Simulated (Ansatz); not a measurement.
The cell below belongs to a search over invented structures; it isn't taken from experiment.

Input and command of a plane-wave DFT calculation in Ansatz:

```yaml
crystal:
  lattice:
    - [4.61561928, 0.0, 0.0]
    - [-2.30780964, 3.99724355, 0.0]
    - [0.0, 0.0, 9.93464918]
  atoms:
    - { symbol: Cd, position: [0.66666667, 0.33333333, 0.0] }
    - { symbol: Te, position: [0.33333333, 0.66666667, 0.0] }
    - { symbol: Te, position: [0.0, 0.0, 0.0] }
    - { symbol: Pb, position: [0.33333333, 0.66666667, 0.80641739] }
    - { symbol: Pb, position: [0.33333333, 0.66666667, 0.19358261] }
    - { symbol: Pb, position: [0.33333333, 0.66666667, 0.5] }
basis:
  ecutwfc: 420
kpoints:
  mp_grid: { grid: [4, 4, 2] }
hamiltonian:
  xc: pbe
scf:
  occupations: { method: gaussian, width: 0.2 }
  lower_state_search: "off"
output:
  forces: true
  stress: true
  eigenvalues: true
relax:
  adjacent_minimum: "off"
  f_tol: 0.08
  max_steps: 16
  cell: { stress_tol: 0.8 }
```

```bash
ansatz run input.yaml --threads 1 --pin off --max-ram 2560MiB --backend cpu --events-out ev --progress --plain --runs-dir out
```

Processor: Arm Neoverse V1, 1 thread, on a host shared with other jobs.

Task: Estimate time, memory and problem size.

Result: About 110 s, peak memory 0.53 GiB. It solves 57 bands at 8 k points (after reduction by symmetry) with about 5841 plane waves (on the last cell), in 76 SCF iterations over 11 ionic steps.
